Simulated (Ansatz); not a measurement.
TiC$_{2}$ in space group P-3m1 (No. 164; Ti on 1a, C on 2d) under volume change, DFT-PBE in the program Ansatz with PAW potentials, shape and atoms relaxed at each volume.

```csv
V (Å³/atom),E − E(relaxed) (meV/atom),P (GPa)
7.559,54.2,24.97
7.808,22.9,15.48
8.057,5.5,7.19
8.306,0.0,0.01
8.556,4.9,-6.18
8.805,18.7,-11.37
9.054,39.8,-15.69
```

Q: What does a third-order Birch–Murnaghan fit give for V₀, B₀ and B′?

A: V₀ = 8.31 Å³/atom, B₀ = 219 GPa, B′ = 4.1.

The start of the workflow was typed in or built on a structure type; neither database checked (COD, Materials Project) lists it. Its standing as an ambient phase is unchecked. The PBE relaxation kept the symmetry of its start; its stability against distortions is not shown here. No spin polarisation was allowed. The volume moved by 16 % from the start of the relaxation. Its formation energy is positive at this level, so the cell may be metastable or incomplete.

Potentials: the earlier of the program's two PAW sets.
